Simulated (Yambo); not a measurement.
Yambo input for CsOH (space group Cmc2_1, No. 36) (a = b = 6.0878 Å, c = 4.5043 Å, α = β = 90.00°, γ = 138.41°), on PBEsol (Quantum ESPRESSO, PseudoDojo norm-conserving, 84 Ry, without SOC) wavefunctions on a 4×4×4 mesh:

```
optics
chi
dipoles
kernel
FFTGvecs= 40 Ry
Chimod= "HARTREE"
NGsBlkXd= 3 Ry
% QpntsRXd
 1 | 1 |
%
% BndsRnXd
 1 | 80 |
%
GrFnTpXd= "R"
% EnRngeXd
 0.0 | 20.0 | eV
%
% DmRngeXd
 0.2 | 0.2 | eV
%
CGrdSpXd= 50
ETStpsXd= 161
% LongDrXd
 0.0 | 1.0 | 0.0 |
%
```

First lines of the file o-*.eps_q1_inv_rpa_dyson:

```
Absorption @ Q(1):   0.00000000     1.00000000     0.00000000    [q->0 direction]
#
# [ X ] Hartree size     :   69
# [GEN] GF Energies     : Perdew, Burke & Ernzerhof SOL(X)+Perdew, Burke & Ernzerhof SOL(C)
# [GEN] Green`s Function     : Retarded
#
# [GEN] Gauge     : Length
# [GEN] [r,Vnl] included     : yes
#
#    E[1] [eV]     Im(eps)     Re(eps)     Im(eps_o)     Re(eps_o)
#
     0.000000     0.16841E-16     2.832350     0.87168E-18     3.228281
     0.125000     0.001241     2.832736     0.001504     3.228749
     0.250000     0.002487     2.833897     0.003015     3.230155
     0.375000     0.003745     2.835836     0.004539     3.232506
     0.500000     0.005020     2.838563     0.006084     3.235812
     0.625000     0.006318     2.842091     0.007656     3.240087
     0.750000     0.007646     2.846435     0.009264     3.245351
     0.875000     0.009010     2.851617     0.010916     3.251630
     1.000000     0.010419     2.857660     0.012620     3.258951
     1.125000     0.011880     2.864595     0.014387     3.267350
     1.250000     0.013403     2.872456     0.016228     3.276871
     1.375000     0.014997     2.881286     0.018154     3.287560
     1.500000     0.016676     2.891131     0.020181     3.299477
     1.625000     0.018453     2.902047     0.022325     3.312686
     1.750000     0.020343     2.914098     0.024605     3.327266
     1.875000     0.022365     2.927361     0.027043     3.343305
     2.000000     0.024541     2.941921     0.029666     3.360909
     2.125000     0.026899     2.957880     0.032506     3.380199
     2.250000     0.029472     2.975359     0.035603     3.401318
     2.375000     0.032299     2.994497     0.039007     3.424436
     2.500000     0.035434     3.015465     0.042780     3.449755
     2.625000     0.038942     3.038462     0.047002     3.477517
     2.750000     0.042914     3.063736     0.051780     3.508019
     2.875000     0.047469     3.091588     0.057261     3.541623
     3.000000     0.052779     3.122400     0.063649     3.578788
     3.125000     0.059097     3.156657     0.071246     3.620097
     3.250000     0.066814     3.194991     0.080521     3.666312
     3.375000     0.076584     3.238246     0.092248     3.718447
     3.500000     0.089584     3.287550     0.107819     3.777858
     3.625000     0.108150     3.344324     0.129978     3.846258
     3.750000     0.137389     3.409686     0.164696     3.925028
     3.875000     0.188541     3.479949     0.225036     4.010002
     4.000000     0.272549     3.525951     0.323405     4.067733
```
(The file goes on to the top of the energy range.) Convergence of the RPA response with its 4×4×4 mesh was not tested.

Geometry of the Materials Project entry, not relaxed at this level.

The structure is a Materials Project entry; no match was found in the copy of COD used, and its stability was not checked.
